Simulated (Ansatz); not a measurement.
SnS$_{2}$ (CdI2 type)

Space group P-3m1 (No. 164); a = 3.626 Å, b = 3.626 Å, c = 5.573 Å, α = 90.00°, β = 90.00°, γ = 120.00°

```json
[
 {"atom": "Sn", "site": "1a", "symmetry": "-3m.", "x": "0.0000", "y": "0.0000", "z": "0.0000"},
 {"atom": "S", "site": "2d", "symmetry": "3m.", "x": "0.3333", "y": "0.6667", "z": "0.2645"}
]
```

Grid over V/V₀ and (c/a)/(c/a)₀, subscript 0 meaning the relaxed cell; the conventional c axis lies along z; no internal relaxation.

Calculation: PBEsol-D3(BJ) (plane waves to 420 eV, PAW, scalar-relativistic; Ansatz, a quantum-chemistry and plane-wave program). k mesh 11×11×6 (Γ-centred), Fermi-Dirac smearing 0.05 eV. Compression counts positive. As the atoms are clamped, bonds stretch with the cell, which overstates energies and stresses. SnS2 was relaxed with its symmetry unable to fall.

Changes of σxx (GPa) from the point V/V₀ = 1.000, (c/a)/(c/a)₀ = 1.000 when one coordinate moves alone (two changes are said to add if the coupling is within 5 % of the smaller one, nearly so within 20 %):

```tsv
point	change
V/V₀ = 1.000, (c/a)/(c/a)₀ = 0.880	-2.93
V/V₀ = 1.000, (c/a)/(c/a)₀ = 0.920	-2.05
V/V₀ = 1.000, (c/a)/(c/a)₀ = 0.960	-1.08
V/V₀ = 0.920, (c/a)/(c/a)₀ = 1.000	9.35
V/V₀ = 0.947, (c/a)/(c/a)₀ = 1.000	5.75
V/V₀ = 0.973, (c/a)/(c/a)₀ = 1.000	2.66
V/V₀ = 1.027, (c/a)/(c/a)₀ = 1.000	-2.28
V/V₀ = 1.053, (c/a)/(c/a)₀ = 1.000	-4.24
V/V₀ = 1.080, (c/a)/(c/a)₀ = 1.000	-5.91
V/V₀ = 1.000, (c/a)/(c/a)₀ = 1.040	1.20
V/V₀ = 1.000, (c/a)/(c/a)₀ = 1.080	2.53
V/V₀ = 1.000, (c/a)/(c/a)₀ = 1.120	3.97
```

Problem. Do the two effects add at V/V₀ = 0.920, (c/a)/(c/a)₀ = 1.040? Give the computed change.

Solution. The sum of the single changes is 9.35 + (1.20) = 10.55; the calculation gives 10.66, so the coupling contributes 0.11 (under 20 % of the smaller single change, nearly additive).

Problem. What is the change at V/V₀ = 0.920, (c/a)/(c/a)₀ = 0.880, where both move, and how far is it from the sum?

Solution. The sum of the single changes is 9.35 + (-2.93) = 6.42; the calculation gives 6.16, so the coupling contributes -0.26 (under 20 % of the smaller single change, nearly additive).

(Under strain, the slope of the energy per volume gives the stress and its curvature an elastic modulus.)
